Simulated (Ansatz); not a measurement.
Relaxed-ion elastic tensor of MgIn2O4 (spinel, space group No. 227) in GPa (Voigt order), DFT-PBEsol in the program Ansatz with PAW potentials; density 5.89 g/cm³, 12.81 Å³ per atom.

```
     1    2    3     4     5     6
-  ---  ---  ---  ----  ----  ----
1  200  111  111   0.0   0.0   0.0
2  111  200  111   0.0   0.0   0.0
3  111  111  200   0.0   0.0   0.0
4  0.0  0.0  0.0  72.2   0.0   0.0
5  0.0  0.0  0.0   0.0  72.2   0.0
6  0.0  0.0  0.0   0.0   0.0  72.2
```

Q: Is the crystal mechanically stable?

A: Yes: the smallest eigenvalue of C is 72.2 GPa.

Q: Work out the Voigt, Reuss and Hill averages.

A: K_V = 141, K_R = 141, K_H = 141; G_V = 61.0, G_R = 57.6, G_H = 59.3 GPa.

Q: Give Young's modulus, Poisson's ratio, Pugh's ratio and the universal anisotropy index.

A: E = 9KG/(3K + G) = 156 GPa; ν = 0.32; K/G = 2.37 (ductile by the Pugh limit of 1.75); A_U = 5G_V/G_R + K_V/K_R − 6 = 0.29.

Q: Estimate the sound speeds and the Debye temperature.

A: v_l = √((K + 4G/3)/ρ) = 6110 m/s, v_t = √(G/ρ) = 3170 m/s, mean 3550 m/s; Θ = (h/k)(3n/4πV)^(1/3) v_m = 452 K.

Q: Give the Zener ratio and Young's modulus along [100], [110] and [111].

A: A = 2C44/(C11 − C12) = 1.63; 1/E = S11 − 2(S11 − S12 − S44/2)Γ with Γ = 0, 1/4, 1/3 gives 120, 163, 185 GPa.

Q: Solve the Christoffel equation for the three sound speeds along [100], [110], [111].

A: Eigenvalues of C_ijkl n_j n_l equal ρv². In km/s, slowest first: [100] 3.50, 3.50, 5.82; [110] 2.74, 3.50, 6.22; [111] 3.02, 3.02, 6.34.

Space group Fd-3m (spinel). The cell is a constructed one: a structure type filled with these elements; the Crystallography Open Database copy checked does not list it. Whether it is the stable phase at ambient conditions was not checked. The PBEsol relaxation kept the symmetry of its start; its stability against distortions is not shown here.

Potentials: the earlier of the program's two PAW sets. The files were generated under PBE; for other functionals the program regenerates the frozen cores, and for LDA and PBEsol the local potential too.
